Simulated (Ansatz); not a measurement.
With plane-wave PAW PBE (Ansatz code), HfBN in the hexagonal phase (P6_3/mmc; Hf on 2a, B on 2c, N on 2d) relaxes to a = 3.193 Å, c = 6.848 Å. Its formation energy from the elements is 0.20 eV/atom, with no fitted shifts.

Electronic character: metallic (no gap).

The bulk modulus is 180 GPa.

The start of the workflow was typed in or built on a structure type; neither database checked (COD, Materials Project) lists it. Its standing as an ambient phase is unchecked. The cell was relaxed with PBE under the symmetry of its start; its stability against distortions is not shown here. The run is not spin-polarised. The volume moved by 23 % from the start of the relaxation. Its formation energy is positive at this level, so the cell may be metastable or incomplete. The references are the lowest solids computed at this level, not always the standard phases (solids in place of the gases). Scalar-relativistic: spin–orbit coupling is off unless named, which matters more the heavier the elements.

Potentials: the earlier of the program's two PAW sets.
